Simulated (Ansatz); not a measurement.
A relaxation computed with Ansatz, from input to last step.

```yaml
crystal:
  lattice:
    - [6.13313512, 0.0, 0.0]
    - [0.0, 6.13313512, 0.0]
    - [0.0, 0.0, 6.13313512]
  atoms:
    - { symbol: Fe, position: [0.0062861191, 0.9951881737, 0.9996073138], spin: 4.0 }
    - { symbol: Fe, position: [0.5013791766, 0.9991166477, 0.9976789305], spin: 4.0 }
    - { symbol: Fe, position: [0.2507998231, 0.25460542, 0.2502105595], spin: 4.0 }
    - { symbol: Fe, position: [0.49825825, 0.4995574475, 0.999464069], spin: 4.0 }
    - { symbol: Fe, position: [0.9963372827, 0.4997750784, 0.4990591534], spin: 4.0 }
    - { symbol: Fe, position: [0.2548514052, 0.753519107, 0.2517768946], spin: 4.0 }
    - { symbol: Fe, position: [0.5052753669, 0.4993581846, 0.5076764213], spin: 4.0 }
    - { symbol: Fe, position: [0.7467028319, 0.7520326024, 0.2460720435], spin: 4.0 }
    - { symbol: Fe, position: [0.7504034182, 0.2467143137, 0.7476127746], spin: 4.0 }
    - { symbol: Ta, position: [0.9972451491, 0.4969314938, 0.9981661491] }
    - { symbol: Ta, position: [0.9951869414, 0.9950028152, 0.4965266167] }
    - { symbol: Ta, position: [0.5043150675, 0.0040130574, 0.5022709968] }
    - { symbol: Ta, position: [0.7486369518, 0.2450170189, 0.2475558297] }
    - { symbol: Ta, position: [0.2531141402, 0.2488616027, 0.7452694405] }
    - { symbol: Ta, position: [0.253325828, 0.7533889995, 0.7543527139] }
    - { symbol: Ta, position: [0.7504518049, 0.7535333063, 0.7522250246] }
  symmetry: { detect: false }
basis:
  ecutwfc: 420
kpoints:
  mp_grid: { grid: [2, 2, 2], shift: [0.5, 0.5, 0.5] }
hamiltonian:
  xc: pbe
scf:
  occupations: { method: gaussian, width: 0.1 }
  lower_state_search: "off"
output:
  forces: true
  stress: true
  eigenvalues: true
  populations: true
magnetization:
  spin_polarized: true
relax:
  adjacent_minimum: "off"
  f_tol: 0.04
  max_steps: 50
  cell: { stress_tol: 0.3 }
```

```bash
ansatz run input.yaml --threads 4 --pin off --max-ram 9216MiB --backend cpu --events-out ev --progress --plain --runs-dir out
```

The calculation used Ansatz 0.2.0, DFT PBE, scalar-relativistic, plane waves, PAW.

Of 6 frames 6 are shown, positions in Å and forces in eV/Å; the SCF threshold varies from step to step. Steps run on the plane waves of an earlier cell, with a Pulay correction in the pressure. The basis is chosen afresh for the last frame, the zero of the energies, and can be on the way; energy and pressure step there, also at an unchanged geometry.

```xyz
16
Lattice="6.1331 0.0000 0.0000 0.0000 6.1331 0.0000 0.0000 0.0000 6.1331" Properties=species:S:1:pos:R:3:forces:R:3 pbc="T T T" step=1 free_energy_over_end_meV_per_atom=59.84 pressure_GPa=0.69
Fe    0.0386    6.1036    6.1307   -0.0750    0.3110    0.4110
Fe    3.0750    6.1277    6.1189   -0.1180    0.0850    0.5730
Fe    1.5382    1.5615    1.5346    0.0530    0.0870   -0.1370
Fe    3.0559    3.0639    6.1298    0.1610    0.1180    0.5560
Fe    6.1107    3.0652    3.0608    0.2220    0.0090   -0.3730
Fe    1.5630    4.6214    1.5442    0.2200   -0.6530   -0.2960
Fe    3.0989    3.0626    3.1136   -0.3380    0.1100   -0.9300
Fe    4.5796    4.6123    1.5092   -0.1570   -0.4380   -0.0660
Fe    4.6023    1.5131    4.5852   -0.0180    0.3650    0.3260
Ta    6.1162    3.0477    6.1219    0.1480   -0.2620    1.7000
Ta    6.1036    6.1025    3.0453    0.7500    0.3810   -1.6900
Ta    3.0930    0.0246    3.0805   -0.4580   -0.4360   -1.8570
Ta    4.5915    1.5027    1.5183   -0.5590    1.5750   -1.1990
Ta    1.5524    1.5263    4.5708    0.4530    1.2500    1.3160
Ta    1.5537    4.6206    4.6265    0.3700   -1.0610    0.5460
Ta    4.6026    4.6215    4.6135   -0.6550   -1.4420    1.1200
16
Lattice="6.2699 0.0073 -0.0269 0.0073 6.1298 -0.0916 -0.0269 -0.0916 6.0126" Properties=species:S:1:pos:R:3:forces:R:3 pbc="T T T" step=2 free_energy_over_end_meV_per_atom=30.94 pressure_GPa=-0.51
Fe    0.0016    6.0322    5.9475   -0.1290    0.0670   -0.3370
Fe    3.1186    6.0273    5.9434   -0.0890   -0.1070   -0.3510
Fe    1.5894    1.5478    1.4479   -0.1470   -0.1930    0.3870
Fe    3.1249    2.9933    6.0219    0.0090    0.3960   -0.0470
Fe    6.2677    3.0133    2.9043    0.0620    0.1140    0.5150
Fe    1.6018    4.5254    1.3828    0.3390    0.2190    0.5730
Fe    3.1147    3.0244    2.8998   -0.2850    0.1570    0.0530
Fe    4.6808    4.5607    1.3923   -0.0940    0.3260    0.2900
Fe    4.6664    1.4775    4.4468    0.2430   -0.3120   -0.1650
Ta    6.2412    2.9367    6.1152    0.6430    1.1430   -1.2550
Ta    6.2956    6.1117    2.7250   -0.2160   -0.3340    0.8210
Ta    3.1035   -0.0489    2.8529    0.2970   -0.0560    0.5980
Ta    4.6183    1.6371    1.3407   -0.7070   -1.5900    1.4410
Ta    1.6392    1.5797    4.5817    0.2650   -1.9930   -1.0300
Ta    1.5932    4.4488    4.5226   -0.4480    1.3440   -0.5940
Ta    4.6471    4.4311    4.5076    0.2580    0.8170   -0.9000
16
Lattice="6.2354 0.0085 -0.0267 0.0085 6.0825 -0.1122 -0.0267 -0.1122 6.0510" Properties=species:S:1:pos:R:3:forces:R:3 pbc="T T T" step=3 free_energy_over_end_meV_per_atom=1.55 pressure_GPa=0.31
Fe   -0.0328    5.9800    5.9497    0.0780    0.1100   -0.0780
Fe    3.1167    5.9601    5.9486   -0.0310    0.0170   -0.0660
Fe    1.5399    1.5050    1.4781    0.0170    0.0640   -0.0590
Fe    3.1102    2.9817    6.0305    0.0240   -0.0190    0.0350
Fe    6.2526    2.9771    2.9486    0.0750   -0.0180    0.0090
Fe    1.6133    4.4940    1.4223    0.0730   -0.1500   -0.1070
Fe    3.0535    2.9829    2.9228   -0.0540    0.0990   -0.0730
Fe    4.6547    4.5260    1.3899   -0.0700    0.0670   -0.0920
Fe    4.6753    1.4268    4.4865   -0.0140    0.0100    0.0140
Ta    6.2281    2.9505    6.0576   -0.0150   -0.1830    0.2890
Ta    6.2349    6.0206    2.7631    0.0540    0.0730    0.0320
Ta    3.1135   -0.0723    2.8902   -0.0670   -0.0100    0.2220
Ta    4.5980    1.5908    1.4188   -0.0070    0.0200   -0.1600
Ta    1.6425    1.4448    4.5715   -0.0300    0.2430   -0.0270
Ta    1.5739    4.4799    4.5003   -0.0500   -0.2000    0.0170
Ta    4.6327    4.4287    4.4544    0.0170   -0.1210    0.0440
16
Lattice="6.2482 0.0141 -0.0349 0.0141 6.1102 -0.1025 -0.0349 -0.1025 6.0178" Properties=species:S:1:pos:R:3:forces:R:3 pbc="T T T" step=4 free_energy_over_end_meV_per_atom=0.22 pressure_GPa=0.05
Fe   -0.0222    6.0330    5.9040   -0.0090    0.0000    0.0640
Fe    3.1079    5.9963    5.9025    0.0230    0.0200    0.0880
Fe    1.5537    1.5133    1.4724   -0.0160    0.0160   -0.0270
Fe    3.1159    3.0028    5.9944    0.0030    0.0010    0.0230
Fe    6.2598    2.9923    2.9336    0.0150   -0.0060    0.0240
Fe    1.6430    4.5175    1.4078    0.0300    0.0070    0.0700
Fe    3.0560    3.0173    2.8933   -0.0100   -0.0100   -0.0080
Fe    4.6443    4.5660    1.3833   -0.0030   -0.0190   -0.0440
Fe    4.6888    1.4518    4.4592   -0.0270   -0.0310   -0.0100
Ta    6.2398    2.9782    6.0675    0.0000    0.0090   -0.1130
Ta    6.2536    6.0563    2.7422    0.0080   -0.0290   -0.0120
Ta    3.1148   -0.0562    2.9006   -0.0110   -0.0300    0.0020
Ta    4.5952    1.5878    1.3951   -0.0190    0.0030    0.0120
Ta    1.6272    1.4821    4.5417    0.0050   -0.0140   -0.0080
Ta    1.5664    4.4939    4.4808    0.0150    0.0330   -0.0420
Ta    4.6471    4.4415    4.4365   -0.0030    0.0480   -0.0200
16
Lattice="6.2502 0.0135 -0.0334 0.0135 6.0989 -0.1040 -0.0334 -0.1040 6.0285" Properties=species:S:1:pos:R:3:forces:R:3 pbc="T T T" step=5 free_energy_over_end_meV_per_atom=0.05 pressure_GPa=-0.01
Fe   -0.0202    6.0202    5.9232   -0.0210   -0.0040   -0.0150
Fe    3.1167    5.9914    5.9208   -0.0170   -0.0210    0.0010
Fe    1.5494    1.5070    1.4680    0.0090    0.0290    0.0130
Fe    3.1184    2.9982    6.0087   -0.0070   -0.0190   -0.0150
Fe    6.2674    2.9857    2.9382    0.0000    0.0060    0.0120
Fe    1.6433    4.4981    1.4191   -0.0050    0.0120   -0.0080
Fe    3.0531    3.0089    2.8996    0.0050    0.0020   -0.0030
Fe    4.6469    4.5573    1.3761    0.0120    0.0040    0.0110
Fe    4.6848    1.4422    4.4691    0.0120   -0.0020   -0.0090
Ta    6.2402    2.9707    6.0643   -0.0050   -0.0250    0.0210
Ta    6.2557    6.0407    2.7472    0.0000   -0.0030   -0.0030
Ta    3.1149   -0.0609    2.9024    0.0070    0.0010    0.0110
Ta    4.5989    1.5904    1.4047    0.0080    0.0120   -0.0100
Ta    1.6305    1.4769    4.5478    0.0070    0.0130   -0.0030
Ta    1.5706    4.4904    4.4918   -0.0080   -0.0110    0.0000
Ta    4.6482    4.4354    4.4403    0.0000    0.0060   -0.0050
16
Lattice="6.2502 0.0135 -0.0334 0.0135 6.0989 -0.1040 -0.0334 -0.1040 6.0285" Properties=species:S:1:pos:R:3:forces:R:3 pbc="T T T" step=6 free_energy_over_end_meV_per_atom=0.00 pressure_GPa=0.00
Fe   -0.0202    6.0202    5.9232   -0.0210   -0.0040   -0.0150
Fe    3.1167    5.9914    5.9208   -0.0160   -0.0210    0.0010
Fe    1.5494    1.5070    1.4680    0.0090    0.0290    0.0130
Fe    3.1184    2.9982    6.0087   -0.0070   -0.0190   -0.0140
Fe    6.2674    2.9857    2.9382    0.0000    0.0060    0.0120
Fe    1.6433    4.4981    1.4191   -0.0050    0.0120   -0.0080
Fe    3.0531    3.0089    2.8996    0.0060    0.0020   -0.0030
Fe    4.6469    4.5573    1.3761    0.0120    0.0040    0.0110
Fe    4.6848    1.4422    4.4691    0.0120   -0.0020   -0.0090
Ta    6.2402    2.9707    6.0643   -0.0050   -0.0240    0.0210
Ta    6.2557    6.0407    2.7472    0.0000   -0.0030   -0.0040
Ta    3.1149   -0.0609    2.9024    0.0070    0.0010    0.0110
Ta    4.5989    1.5904    1.4047    0.0080    0.0120   -0.0100
Ta    1.6305    1.4769    4.5478    0.0070    0.0130   -0.0030
Ta    1.5706    4.4904    4.4918   -0.0080   -0.0110    0.0000
Ta    4.6482    4.4354    4.4403    0.0000    0.0060   -0.0050
```

The run took 3.8 min on 4 threads of Intel(R) Xeon(R) Processor @ 2.50GHz (Skylake/Cascade Lake), on a shared host, peak memory 1.1 GiB.

The k mesh is coarse. Spin-orbit coupling is left out, which matters for the bands of heavy elements. Only parallel moments were tried here.